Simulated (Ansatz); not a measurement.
BN in the zincblende structure, relaxed with r2SCAN: 5 runs in the PAW code Ansatz, each a calculation of independent-particle optics. It is cubic, F-43m (No. 216); conventional cell a = 3.610 Å, 5.88 Å³ an atom. B has 4 N at 1.56 Å; N has 4 B at 1.56 Å. No spin polarisation and no zero-point or thermal motion.

```xyz
2
Lattice="0.0000 1.8048 1.8048 1.8048 0.0000 1.8048 1.8048 1.8048 0.0000" Properties=species:S:1:pos:R:3 pbc="T T T"
B     0.0000    0.0000    0.0000
N     0.9024    0.9024    0.9024
```

On meshes this coarse, single peaks can be features of the mesh. No local fields, no excitons; the zone sum runs over the cells of the mesh, and ε∞ includes the bands left out of the spectrum. Up to four peaks are listed, those above 15 % of the tallest and inside the complete range; the four can differ from row to row. Rows marked drawn have settings drawn at random (some not listed).

| functional | k mesh | broadening (eV) | scissors (eV) | range (eV) | settings | direct gap on the mesh before scissors (eV) | ε∞ xx | ε∞ yy | ε∞ zz | complete up to (eV) | tallest peaks of mean ε₂ (eV) |
| --- | --- | --- | --- | --- | --- | --- | --- | --- | --- | --- | --- |
| PBE | 10×10×10 | 0.1 | 0.00 | 0–19 | chosen | 8.85 | 4.70 | 4.70 | 4.70 | 19.0 | 9.95 12.05 14.55 |
| r2SCAN | 10×10×10 | 0.1 | 0.00 | 0–19 | chosen | 9.59 | 4.42 | 4.42 | 4.42 | 19.0 | 10.70 12.85 15.40 |
| PBE | 10×10×10 | 0.1 | 1.74 (to HSE06) | 0–19 | chosen | 8.85 | 4.26 | 4.26 | 4.26 | 19.0 | 11.70 13.80 16.30 |
| PBE | 8×8×8 | 0.03 | 1.00 | 0–15 | drawn | 8.85 | 4.44 | 4.44 | 4.44 | 15.0 | 10.90 13.00 |
| PBE | 8×8×8 | 0.05 | 2.50 | 2–6 | drawn | 8.85 | 4.10 | 4.10 | 4.10 | 6.0 | none |

The fundamental gap is indirect (4.48 eV with PBE on 10×10×10); the table holds the direct one.
